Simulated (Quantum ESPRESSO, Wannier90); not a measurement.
# KI (rock salt): Wannier90 run

Cell from Materials Project (mp-22898), symmetrised, no further relaxation. COD (Crystallography Open Database) has the formula in 2 space groups, this one among them (matched by group alone). Method: PBEsol plane waves in Quantum ESPRESSO 7.5 (PseudoDojo norm-conserving files, 60 Ry, spinors with spin-orbit coupling), Bloch states on a 6×6×6 mesh through Γ, Wannier90 4.0.1. Density: 8×8×8 mesh, cold smearing 0.01 Ry.

```
begin unit_cell_cart
ang
    0.0000000000    3.5424350000    3.5424350000
    3.5424350000    0.0000000000    3.5424350000
    3.5424350000    3.5424350000    0.0000000000
end unit_cell_cart
mp_grid = 6 6 6
```

Which shells of neighbouring k-points and which b-vectors and weights does Wannier90 pick for this cell and mesh?


```
 *---------------------------------- K-MESH ----------------------------------*
 +----------------------------------------------------------------------------+
 |                    Distance to Nearest-Neighbour Shells                    |
 |                    ------------------------------------                    |
 |          Shell             Distance (Ang^-1)          Multiplicity         |
 |          -----             -----------------          ------------         |
 |             1                   0.256010                      8            |
 |             2                   0.295615                      6            |
 |             3                   0.418063                     12            |
 |             4                   0.490222                     24            |
 |             5                   0.512021                      8            |
 |             6                   0.591230                      6            |
 |             7                   0.644278                     24            |
 |             8                   0.661016                     24            |
       ... (lines left out)
 +----------------------------------------------------------------------------+
 | The b-vectors are chosen automatically                                     |
 | The following shells are used:                       1                     |
 +----------------------------------------------------------------------------+
 |                        Shell   # Nearest-Neighbours                        |
 |                        -----   --------------------                        |
 |                          1               8                                 |
 +----------------------------------------------------------------------------+
 | Completeness relation is fully satisfied [Eq. (B1), PRB 56, 12847 (1997)]  |
 +----------------------------------------------------------------------------+
 |                  b_k Vectors (Ang^-1) and Weights (Ang^2)                  |
 |                  ----------------------------------------                  |
 |            No.         b_k(x)      b_k(y)      b_k(z)        w_b           |
 |            ---        --------------------------------     --------        |
 |             1         0.147808    0.147808   -0.147808     5.721588        |
 |             2         0.147808   -0.147808    0.147808     5.721588        |
 |             3        -0.147808    0.147808    0.147808     5.721588        |
 |             4         0.147808    0.147808    0.147808     5.721588        |
 |             5        -0.147808   -0.147808    0.147808     5.721588        |
 |             6        -0.147808    0.147808   -0.147808     5.721588        |
 |             7         0.147808   -0.147808   -0.147808     5.721588        |
 |             8        -0.147808   -0.147808   -0.147808     5.721588        |
```
